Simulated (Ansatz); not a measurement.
Al:
Space group P6₃/mmc (No. 194); a = 2.840 Å, b = 2.840 Å, c = 4.671 Å, α = 90.00°, β = 90.00°, γ = 120.00°

```json
[
 {"atom": "Al", "site": "2c", "symmetry": "-6m2", "x": "0.3333", "y": "0.6667", "z": "0.2500"}
]
```

Relaxed with PBEsol.

Q: Which orbitals make up the states near the Fermi level in PBEsol in the plane-wave PAW code Ansatz?

A: Within 0.5 eV of the Fermi level: Al 3p 64 %, Al 3s 31 %, outside the projected shells 5 %. Projections are on Löwdin-orthogonalised atomic valence shells; empty p or d shells of many metals are not among them.

Q: Tabulate the density of states.

A: States/eV per cell of 2 atoms, in 0.25 eV bins, energy from the Fermi level.

| E (eV) | total | Al 3p | Al 3s |
|---|---|---|---|
| -7.85 | 0.43 | 0.29 | 0.14 |
| -7.60 | 0.45 | 0.30 | 0.14 |
| -7.35 | 0.46 | 0.32 | 0.15 |
| -7.10 | 0.48 | 0.33 | 0.15 |
| -6.85 | 0.50 | 0.34 | 0.15 |
| -6.60 | 0.51 | 0.35 | 0.16 |
| -6.35 | 0.53 | 0.36 | 0.16 |
| -6.10 | 0.54 | 0.37 | 0.17 |
| -5.85 | 0.56 | 0.38 | 0.17 |
| -5.60 | 0.59 | 0.40 | 0.18 |
| -5.35 | 0.60 | 0.41 | 0.19 |
| -5.10 | 0.59 | 0.41 | 0.18 |
| -4.85 | 0.60 | 0.43 | 0.17 |
| -4.60 | 0.64 | 0.47 | 0.17 |
| -4.35 | 0.66 | 0.49 | 0.16 |
| -4.10 | 0.71 | 0.54 | 0.17 |
| -3.85 | 0.75 | 0.58 | 0.16 |
| -3.60 | 0.68 | 0.54 | 0.14 |
| -3.35 | 0.61 | 0.48 | 0.12 |
| -3.10 | 0.62 | 0.47 | 0.14 |
| -2.85 | 0.65 | 0.46 | 0.18 |
| -2.60 | 0.69 | 0.46 | 0.22 |
| -2.35 | 0.64 | 0.40 | 0.23 |
| -2.10 | 0.67 | 0.41 | 0.25 |
| -1.85 | 0.77 | 0.48 | 0.27 |
| -1.60 | 0.82 | 0.53 | 0.26 |
| -1.35 | 0.80 | 0.53 | 0.24 |
| -1.10 | 0.80 | 0.54 | 0.23 |
| -0.85 | 0.76 | 0.51 | 0.21 |
| -0.60 | 0.74 | 0.48 | 0.23 |
| -0.35 | 0.82 | 0.52 | 0.26 |
| -0.10 | 0.84 | 0.54 | 0.26 |
| 0.15 | 0.85 | 0.55 | 0.26 |
| 0.40 | 0.86 | 0.55 | 0.26 |
| 0.65 | 0.90 | 0.58 | 0.27 |
| 0.90 | 0.93 | 0.60 | 0.27 |
| 1.15 | 0.84 | 0.55 | 0.24 |
| 1.40 | 0.90 | 0.60 | 0.25 |
| 1.65 | 0.90 | 0.61 | 0.23 |
| 1.90 | 0.90 | 0.62 | 0.21 |
| 2.15 | 0.88 | 0.59 | 0.20 |
| 2.40 | 0.83 | 0.55 | 0.19 |
| 2.65 | 0.88 | 0.58 | 0.19 |
| 2.90 | 0.95 | 0.62 | 0.21 |
| 3.15 | 0.95 | 0.61 | 0.21 |
| 3.40 | 0.92 | 0.58 | 0.22 |
| 3.65 | 0.85 | 0.52 | 0.21 |
| 3.90 | 0.89 | 0.53 | 0.23 |
| 4.15 | 0.96 | 0.56 | 0.24 |
| 4.40 | 1.03 | 0.61 | 0.24 |
| 4.65 | 1.03 | 0.61 | 0.23 |

Space group P6_3/mmc (hcp (Mg type)). The workflow started from a Materials Project entry (that database holds measured and hypothetical structures alike); the Crystallography Open Database copy checked does not list it. It is not the phase usual at ambient conditions (space group No. 225). The PBEsol relaxation kept the symmetry of its start; its stability against distortions is not shown here. Axis ratios of metals converge slowly with the k-mesh, so a and c are less sure than the volume.

Potentials: the later of the program's two PAW sets.
